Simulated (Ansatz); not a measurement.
Si6BAs:
```xyz
8
Lattice="-2.6455 2.6455 5.2796 2.6455 -2.6455 5.2796 2.6455 2.6455 -5.2796" Properties=species:S:1:pos:R:3 pbc="T T T"
B      0.0000     0.0000     0.0000
Si     1.1480     1.1480     1.2454
Si     0.0000     2.6455     2.6398
Si     1.4974    -1.4974     4.0342
Si     2.6455     0.0000     2.6398
Si    -1.4974     1.4974     4.0342
As     0.0000     0.0000     5.2796
Si     1.4974     1.4974     6.5251
```

This is the PBE-relaxed structure.

Question: All from the program Ansatz at the PBE level (PAW), unless another level is named. Predict the electronic character.

Answer: no gap, with almost no states at the Fermi level (zero-gap or semimetallic).

Question: What about the formation energy from the elements (no fitted shifts)?

Answer: 3 meV/atom.

Question: Give the gap with spin–orbit coupling.

Answer: none (metallic).

Space group I-42m. The start of the workflow was typed in or built on a structure type; neither database checked (COD, Materials Project) lists it. Its standing as an ambient phase is unchecked. The cell was relaxed with PBE under the symmetry of its start; whether a distortion lowers the energy is not shown. A small band overlap can be real or an error of a semilocal functional. The references are the lowest solids computed at this level, not always the standard phases. Scalar-relativistic: spin–orbit coupling is off unless named, which matters more the heavier the elements.

Potentials: the earlier of the program's two PAW sets.
